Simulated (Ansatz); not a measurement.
# Structure search: one Hf2MgO2 candidate

Method: Ansatz 0.2.0, DFT PBE, scalar-relativistic, plane waves, PAW. Cutoff 420 eV, Gaussian smearing, Γ-centred meshes. Cell and atoms relax first on a coarse mesh and then on a finer one. In between, the cell is made exact in the group found at 0.06 Å. In metals the finer mesh still leaves noise of several meV/atom or more. The steps can't lower the symmetry of their start. No spin polarisation.

The guess for Hf2MgO2 was made by a generator: random cell by space group and Wyckoff sites (I4/mmm, No. 139). The dimensions are guesses.

```xyz
5
Lattice="-2.2960 2.2960 4.2710 2.2960 -2.2960 4.2710 2.2960 2.2960 -4.2710" Properties=species:S:1:pos:R:3 pbc="T T T"
Mg    0.0000    0.0000    0.0000
Hf    0.0000    2.2960    0.0000
Hf    2.2960    0.0000    0.0000
O     0.0000    0.0000    6.7382
O     0.0000    0.0000    1.8037
```

Energies over the elements count from the elements' standard structures at the same level (O₂ as a molecule), with no fitted energy shifts.

Question: What does it relax into?

Answer: The symmetry stays I4/mmm (No. 139). The volume per atom shrinks by 11.1 %, from 18.0 to 16.0 Å³. The shortest distance goes from 1.80 Å (Mg–O) to 1.97 Å (Mg–O). The ratio c/a of the conventional cell changes by a factor of 0.68. The energy falls by about 1.0 eV/atom (the start's value is from the coarse mesh). Conventional cell: a = 5.024 Å, c = 6.342 Å. Mg is surrounded by 2 O at 1.97 Å and 4 Hf at 2.51 Å; Hf is surrounded by 2 Mg at 2.51 Å, 4 O at 2.78 Å, 2 Hf at 3.17 Å and 4 O at 3.19 Å; O is surrounded by 1 Mg at 1.97 Å, 1 O at 2.40 Å and 4 Hf at 2.78 Å.

Space group I4/mmm (No. 139). a = 5.024 Å, b = 5.024 Å, c = 6.342 Å, α = 90.00°, β = 90.00°, γ = 90.00°
```json
{"atom": "Mg", "site": "2a", "symmetry": "4/mmm", "x": "0.0000", "y": "0.0000", "z": "0.0000"}
{"atom": "Hf", "site": "4c", "symmetry": "mmm.", "x": "0.0000", "y": "0.5000", "z": "0.0000"}
{"atom": "O", "site": "4e", "symmetry": "4mm", "x": "0.0000", "y": "0.0000", "z": "0.6894"}
```

Question: How does it come out in energy, and is it a metal?

Answer:

* Formation energy: +0.18 eV/atom
* Gap on the 10×10×10 mesh of the 5-atom cell: 0 eV (a metal)

It can't be a ground state, since the elements alone are lower.

The last run used Gaussian smearing of 0.10 eV. Spin–orbit coupling, which can matter for Hf, is left out. Symmetry constrained the relaxation, so the result can be a saddle point. Another cell of Hf2MgO2 relaxed alike, in I4/mmm, lies 1.99 eV/atom lower, so this cell isn't the stable form at this level.
